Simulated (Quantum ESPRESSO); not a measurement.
Inputs of pw.x and gipaw.x (a modified build of Quantum ESPRESSO, PBE) for BeS; the starting potential comes from an earlier run on another mesh:

```
&CONTROL
  calculation = 'scf'
  prefix = 'x'
  pseudo_dir = './pseudo'
  outdir = './out'
  tprnfor = .true.
/
&SYSTEM
  ibrav = 0
  nat = 2
  ntyp = 2
  ecutwfc = 40
  ecutrho = 160
  occupations = 'fixed'
  nbnd = 5
/
&ELECTRONS
  conv_thr = 1e-11
  startingpot = 'file'
/
ATOMIC_SPECIES
Be 9.012 Be.GGA_PBE-JTH.UPF
S 32.060 S.GGA_PBE-JTH.UPF
CELL_PARAMETERS angstrom
    0.000000000000     2.435150000000     2.435150000000
    2.435150000000     0.000000000000     2.435150000000
    2.435150000000     2.435150000000     0.000000000000
ATOMIC_POSITIONS crystal
Be     0.000000000000     0.000000000000     0.000000000000
S      0.750000000000     0.750000000000     0.750000000000
K_POINTS automatic
6 6 6 1 1 1
```

```
&INPUTGIPAW
  job = 'nmr'
  prefix = 'x'
  tmp_dir = './out/'
  restart_mode = 'from_scratch'
  pawproj(1) = .true.
  pawproj(2) = .true.
  use_nmr_macroscopic_shape = .false.
/
```

Geometry: a computed entry of the Materials Project; it was not checked against measured cells. It is BeS in F-43m; whether this form has been observed was not checked. Stability against distortions was not tested.

Problem. What does gipaw.x print for the total shieldings?

Solution. 
```
     f-sum rule (should be    -9.3299):
            -9.3309         -0.0000          0.0000
            -0.0000         -9.3309          0.0000
            -0.0000          0.0000         -9.3309

     Total NMR chemical shifts in ppm: ---------------------------------------
     (adopting the Simpson convention for anisotropy and asymmetry)-----------

     Atom  1  Be  pos: (  0.000000  0.000000  0.000000)  Total sigma:          87.26
            87.2604          0.0000          0.0000
             0.0000         87.2604         -0.0000
             0.0000         -0.0000         87.2604

     Be      1    anisotropy:     -0.00    eta:    0.0000
     Be      1    sigma_11=     87.26
     Be      1    sigma_22=     87.26
     Be      1    sigma_33=     87.26

     Atom  2  S   pos: (  1.060660  1.060660  1.060660)  Total sigma:         668.04
           668.0364         -0.0000          0.0000
            -0.0000        668.0364          0.0000
            -0.0000          0.0000        668.0364

     S       2    anisotropy:     -0.00    eta:    0.0000
     S       2    sigma_11=    668.04
     S       2    sigma_22=    668.04
     S       2    sigma_33=    668.04
```
The printed anisotropy is 3/2 (σ_33 − σ_iso) in the program's own order; the axes are left out here. All sites are cubic, so the anisotropy vanishes by symmetry. These are absolute shieldings with no macroscopic susceptibility term; δ = σ_ref − σ needs a reference computed alike. By our sweeps, such settings leave a few ppm in absolute σ. No d partial waves on S: the paramagnetic term there is incompletely reconstructed. Static lattice: thermal averaging is not included.
